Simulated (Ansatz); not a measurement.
**W (Im-3m), two-dimensional strain map**

The calculation used Ansatz, DFT r2SCAN, scalar-relativistic, plane waves, PAW. Cutoff 500 eV, Γ-centred 20×20×20 k-points, Gaussian smearing of 0.15 eV. Spin–orbit coupling is left out, which can shift energies with elements as heavy as these. No spin polarisation. Energies are free energies at this smearing, counted from the undisturbed cell; pressure is positive in compression.

Reference structure (as given, not relaxed at this level; it stands at -7.5 GPa):

```
W
1.0
    -1.59730    1.59730    1.59730
     1.59730   -1.59730    1.59730
     1.59730    1.59730   -1.59730
W
1
Direct
  0.00000 0.00000 0.00000
```

The cell is strained by p along both x and y and by q along z, fractional coordinates fixed. Points are written (p, q).

Energy above the undisturbed cell in meV/atom (a dash: not computed):

```csv
p \ q,-0.050,-0.025,0.000,0.025,0.050
-0.050,282.0,182.7,127.1,?,116.8
-0.025,100.6,34.1,9.7,20.4,59.1
0.000,36.3,-1.5,0.0,34.6,96.8
0.025,67.2,55.6,?,134.4,215.3
0.050,175.2,?,232.2,304.2,?
```

(1) Fill in the withheld energies.

Answers

(1) (-0.050, 0.025): 107.5; (0.025, 0.000): 79.7; (0.050, -0.025): 187.9; (0.050, 0.050): 400.4.